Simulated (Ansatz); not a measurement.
Theory: DFT PBE, scalar-relativistic, plane waves, PAW (Ansatz 0.2.0). The final run on the 10-atom cell used 420 eV, a Γ-centred 10×10×10 mesh, 0.02 eV smearing and no spin polarisation.

Energies over the elements count from the elements' standard structures at the same level, with no fitted energy shifts.

Question: Suggest a trial structure for a tetragonal semiconductor made of Al, As and Ga, with a gap near 0.7 eV, a formation energy near −0.40 eV/atom and about 24 Å³ per atom, in a cell of 10 atoms.

Answer: Al2Ga3As5, space group I-4m2 (No. 119). Al has 4 As at 2.48 Å; around Ga on a site of symmetry 2mm lie 4 As at 2.49 Å; around Ga on a site of symmetry -4m2 lie 4 As at 2.49 Å; around As on a site of symmetry 2mm lie 2 Al at 2.48 Å and 2 Ga at 2.49 Å; 2 more sites not described.

Space group I-4m2 (No. 119). a = 4.058 Å, b = 4.058 Å, c = 28.698 Å, α = 90.00°, β = 90.00°, γ = 90.00°
| atom | site | symmetry | x | y | z |
| --- | --- | --- | --- | --- | --- |
| Al | 4e | 2mm. | 0.5000 | 0.5000 | 0.2002 |
| Ga | 4e | 2mm. | 0.5000 | 0.5000 | 0.3998 |
| Ga | 2b | -4m2 | 0.5000 | 0.5000 | 0.0000 |
| As | 4f | 2mm. | 0.5000 | 0.0000 | 0.3495 |
| As | 4f | 2mm. | 0.0000 | 0.5000 | 0.4499 |
| As | 2c | -4m2 | 0.0000 | 0.5000 | 0.2500 |

- Volume per atom: 23.62 Å³
- Density: 4.48 g/cm³
- Formation energy: −0.405 eV/atom
- Gap on the 10×10×10 mesh of the 10-atom cell: 0.73 eV

The cell was found from a structure generator's guess, not taken from experiment. The answer needn't be unique; the calculation gave this one.

Kohn–Sham gaps at this level usually fall short of measured ones. The reference form of As is held partly by dispersion forces, which this level lacks. A later test with randomly moved atoms came back to the same energy, though modes that don't fit the test's cell weren't probed.
